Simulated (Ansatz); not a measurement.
Starting cell, MoSi2 (MoSi2 type, space group I4/mmm):

```
CELL_PARAMETERS angstrom
     -1.60086     1.60086     3.90929
      1.60086    -1.60086     3.90929
      1.60086     1.60086    -3.90929
ATOMIC_POSITIONS crystal
  Mo 0.00000 0.00000 0.00000
  Si 0.33530 0.33530 0.00000
  Si 0.66470 0.66470 0.00000
```

In this cell atom 1 (Mo, nearest neighbour Si at 2.605 Å; its periodic images, 3.2 Å or more away, move with it) is moved by u·(1.000, 0.000, 0.000) + v·(0.000, 0.000, 1.000); the rest is frozen.

These are r2SCAN (plane waves to 500 eV, PAW, scalar-relativistic; Ansatz, an electronic-structure program) values and carry that method's errors. k mesh 12×12×12 (Γ-centred), Fermi-Dirac smearing 0.05 eV. With partly filled bands, energies and forces of such displacements shift with the k mesh and the smearing. Fu and Fv are the components of the force on the atom. MoSi2 is run without spin polarisation. MoSi2 was relaxed with its symmetry unable to fall. 

| Fv (eV/Å) | u = -0.390 | u = -0.195 | u = 0.000 | u = 0.195 | u = 0.390 |
|---|---|---|---|---|---|
| v = -0.390 | ? | ? | 6.27 | ? | ? |
| v = -0.195 | 3.27 | 2.89 | 2.77 | 2.89 | 3.27 |
| v = 0.000 | 0.00 | 0.00 | 0.00 | 0.00 | 0.00 |
| v = 0.195 | -3.27 | -2.89 | -2.77 | -2.89 | -3.27 |
| v = 0.390 | ? | ? | -6.27 | ? | ? |

Q: Fill in the missing entries.

A: 
- v = -0.390, u = -0.390: 7.07
- v = -0.390, u = -0.195: 6.47
- v = -0.390, u = 0.195: 6.47
- v = -0.390, u = 0.390: 7.07
- v = 0.390, u = -0.390: -7.07
- v = 0.390, u = -0.195: -6.47
- v = 0.390, u = 0.195: -6.47
- v = 0.390, u = 0.390: -7.07

(For displaced atoms, the force is minus the slope of the energy, and its curvature is a force constant, which sets phonon frequencies.)
